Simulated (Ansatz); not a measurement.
**Na: the volume at rest**

Na in the bcc lattice, starting from this typed cell of 37.04 Å³ an atom.

```xyz
1
Lattice="-2.1000 2.1000 2.1000 2.1000 -2.1000 2.1000 2.1000 2.1000 -2.1000" Properties=species:S:1:pos:R:3 pbc="T T T"
Na    0.0000    0.0000    0.0000
```

Settings of the Ansatz calculation: k mesh 8×8×8; Fermi–Dirac smearing of 0.1 eV; no spin. Cell and atoms are relaxed to zero stress with the symmetry kept and no dispersion correction.

Caveats: coarse k mesh.

Question: What volume results under PBE, and how much do the potentials matter?

Answer: 
| functional | potentials | cutoff (eV) | volume (Å³/atom) | change (%) |
| --- | --- | --- | --- | --- |
| PBE | all-electron PAW datasets (no frozen core) | 180 | 37.20 | 0.4 |
| PBE | Ansatz hand-made PAW | 700 | 37.21 | 0.4 |
| PBE | PseudoDojo norm-conserving | 1197 | 37.23 | 0.5 |
| PBE | Ansatz norm-conserving | 1197 | 37.22 | 0.5 |
